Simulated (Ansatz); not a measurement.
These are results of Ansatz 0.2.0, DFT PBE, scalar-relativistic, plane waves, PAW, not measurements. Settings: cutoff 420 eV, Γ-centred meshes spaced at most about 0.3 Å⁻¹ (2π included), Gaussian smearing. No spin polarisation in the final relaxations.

All energies are static (0 K, no zero-point motion).

Two forms of Mg3CdSe4 were relaxed alike.

A.

```yaml
crystal:
  lattice:
    - [3.94046, 0.00000, 0.00000]
    - [0.00000, 3.94046, 0.00000]
    - [0.00000, 0.00000, 11.16933]
  atoms:
    - { symbol: Mg, position: [0.50000, 0.50000, 0.25336] }
    - { symbol: Mg, position: [0.00000, 0.00000, 0.50000] }
    - { symbol: Mg, position: [0.50000, 0.50000, 0.74664] }
    - { symbol: Cd, position: [0.00000, 0.00000, 0.00000] }
    - { symbol: Se, position: [0.00000, 0.00000, 0.25567] }
    - { symbol: Se, position: [0.50000, 0.50000, 0.50000] }
    - { symbol: Se, position: [0.00000, 0.00000, 0.74433] }
    - { symbol: Se, position: [0.50000, 0.50000, 0.00000] }
```

B.

```yaml
crystal:
  lattice:
    - [4.28406, 0.00000, 0.00000]
    - [0.00000, 4.28406, 0.00000]
    - [0.00000, 0.00000, 12.03726]
  atoms:
    - { symbol: Mg, position: [0.00000, 0.00000, 0.75461] }
    - { symbol: Mg, position: [0.50000, 0.50000, 0.00000] }
    - { symbol: Mg, position: [0.00000, 0.00000, 0.24539] }
    - { symbol: Cd, position: [0.50000, 0.50000, 0.50000] }
    - { symbol: Se, position: [0.50000, 0.00000, 0.12270] }
    - { symbol: Se, position: [0.00000, 0.50000, 0.36708] }
    - { symbol: Se, position: [0.50000, 0.00000, 0.63292] }
    - { symbol: Se, position: [0.00000, 0.50000, 0.87730] }
```

**Question.** Which form is favoured at zero pressure, and by what margin per atom?

**Answer.** B is lower, by 58 meV/atom. A has Mg and Cd ordered on rock salt sites, space group P4/mmm (No. 123), 21.7 Å³/atom and a gap of 0.39 eV on its mesh; B has Mg and Cd ordered on zinc blende sites, space group P-4m2 (No. 115), 27.6 Å³/atom and a gap of 1.87 eV. Counting Se atoms around Cd and Mg (those within 1.25 times the shortest such distance or 1.15 times the sum of covalent radii), A has Mg 6, Cd 6 and B has Mg 4, Cd 4. The lower one is the more open, so pressure narrows the difference. Both come from invented guesses.

Kohn–Sham gaps at this level usually fall short of measured ones. With atoms moved at random, P-4m2 came back. Other cells relaxed within their symmetry can be saddle points.
